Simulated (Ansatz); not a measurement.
Nb2GaC:
Space group P6₃/mmc (No. 194); a = b = 3.139 Å, c = 13.550 Å, α = β = 90.00°, γ = 120.00°

```tsv
atom	site	symmetry	x	y	z
Nb	4f	3m.	0.3333	0.6667	0.0901
Ga	2d	-6m2	0.6667	0.3333	0.2500
C	2a	-3m.	0.0000	0.0000	0.0000
```

Relaxed at zero pressure with r²SCAN (plane waves, PAW; program Ansatz).

**Question.** The volume is lowered by 6 % and shape and atoms relax at that volume. What pressure results, and how do the axes share the change?

**Answer.** 13.3 GPa; a -2.2 %, b -2.2 %, c -1.7 %; the energy rises by 34 meV/atom.

**Question.** Give the new structure.

**Answer.** 
Space group P6₃/mmc (No. 194); a = b = 3.0696 Å, c = 13.3147 Å, α = β = 90.00°, γ = 120.00°

| atom | site | symmetry | x | y | z |
|---|---|---|---|---|---|
| Nb | 4f | 3m. | 0.3333 | 0.6667 | 0.0921 |
| Ga | 2d | -6m2 | 0.6667 | 0.3333 | 0.2500 |
| C | 2a | -3m. | 0.0000 | 0.0000 | 0.0000 |

The phase is kept; no other phase was compared at this pressure.

Space group P6_3/mmc. The first step of the workflow began from a Materials Project structure, measured or hypothetical; the Crystallography Open Database copy checked does not list it. Whether it is the stable phase at ambient conditions was not checked. Symmetry was held in the r²SCAN relaxation; of distortions, only those at the zone centre were tested. The run is not spin-polarised.

Potentials: the later of the program's two PAW sets.
